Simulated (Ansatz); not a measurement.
An Ansatz input (plane waves, PAW) for LaSe₂, relaxed from a CdCl2-type start to space group Fm-3m (read at 0.02 Å) that has something wrong with it:

```yaml
crystal:
  lattice:
    - [2.481042074191, 1.432430309405, 4.0626597089]
    - [-2.481042074191, 1.432430309405, 4.0626597089]
    - [0.0, -2.86486061881, 4.0626597089]
  atoms:
    - { symbol: La, position: [0.0, 0.0, 0.0] }
    - { symbol: Se, position: [0.2497250149, 0.2497250149, 0.2497250149] }
    - { symbol: Se, position: [0.7502749851, 0.7502749851, 0.7502749851] }
basis:
  ecutwfc: 420
  ecutrho_ratio: 4
kpoints:
  mp_grid: { grid: [8, 8, 8] }
hamiltonian:
  xc: pbesol
scf:
  occupations: { method: gaussian, width: 0.05 }
  max_iter: 3
output:
  forces: true
  stress: true
```

Launched as:
```sh
ansatz run input.yaml --threads 4 --pin off --max-ram 4096MiB --backend cpu --events-out ev --progress --plain --runs-dir out
```

**Question.** What is wrong with it?

**Answer.** Too few SCF iterations. Against the sound input: scf.max_iter: 3.

What the program printed:

```
SCF iter   1: F=—  HF=-17014.003788 eV  |F-HF|=—  |Δ(HF+E_count)|=         —  Δρ=3.32e-3  dr2=1.36e-2
SCF iter   2: F=—  HF=-17014.004202 eV  |F-HF|=—  |Δ(HF+E_count)|=   4.13e-4  Δρ=1.21e-3  dr2=8.99e-4
SCF iter   3: F=—  HF=-17014.004434 eV  |F-HF|=—  |Δ(HF+E_count)|=   2.32e-4  Δρ=4.24e-4  dr2=2.94e-4
```

```
Error: did not converge after 3 iterations: onsite_residual = 3.14e-4 (threshold 1.00e-7), under the density mixer `msr1`, which `scf.mixing.algorithm: auto` chose by the deck's other keys (type `scf.mixing.algorithm: msr1` to keep it); raise `scf.max_iter`, which need not help a stalled SCF, or adjust the mixing (`scf.mixing`) or, under a smearing, its width (`scf.occupations.width`, in either direction: another width is another result); this SCF holds its density and magnetisation to the symmetry operations that it keeps, and cannot end on a state that breaks one of them: if the state sought breaks one, re-run with `crystal.symmetry.detect: false`, without `crystal.symmetry.time_reversal: true`, on a non-collinear deck whose state breaks time reversal, with `crystal.symmetry.time_reversal: false` beside it (there exact exchange or a DFT+U term alone can polarise the run; a magnetic state …
```

The run ended without convergence. It took about 5 core-seconds on a shared host. The run before the change (PBEsol, 420 eV, 8×8×8 mesh) gave:

| run | P (GPa) | gap on the mesh (eV) | cell moment (μB) | largest force component (eV/Å) |
| --- | --- | --- | --- | --- |
| sound | 0.0 | metal | – | 0.001 |

The start was a prototype's sites filled with these elements, not a measured cell.

Of that run: The cell is a metal with an odd number of electrons, and spin polarisation wasn't tried.
